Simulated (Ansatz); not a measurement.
WSi$_{2}$ (MoSi2 type, space group I4/mmm)

```yaml
crystal:
  lattice:
    - [-1.60128, 1.60128, 3.90784]
    - [1.60128, -1.60128, 3.90784]
    - [1.60128, 1.60128, -3.90784]
  atoms:
    - { symbol: W, position: [0.00000, 0.00000, 0.00000] }
    - { symbol: Si, position: [0.33453, 0.33453, 0.00000] }
    - { symbol: Si, position: [0.66547, 0.66547, 0.00000] }
```

The volume is varied about the relaxed value V₀ at fixed cell shape. The atoms relax within the cell's symmetry.

These are PBEsol (plane waves to 420 eV, PAW, scalar-relativistic; Ansatz, an electronic-structure program) values and carry that method's errors. k mesh 21×21×21 (Γ-centred), Fermi-Dirac smearing 0.05 eV. Compression counts positive. Spin-orbit coupling is left out, though W is heavy. WSi2 is run without spin polarisation. WSi2 was relaxed with its symmetry unable to fall.

At one point of the scan the stress tensor (GPa) is:

```
   15.7      0.0      0.0
    0.0     15.7      0.0
    0.0      0.0     18.1
```

Question: Which point is it?
(A) V/V₀ = 0.970
(B) V/V₀ = 0.955
(C) V/V₀ = 0.985
(D) V/V₀ = 0.940

Answer: D, V/V₀ = 0.940

(A scan under strain: stresses follow from slopes of the energy per volume, elastic moduli from its curvatures.)
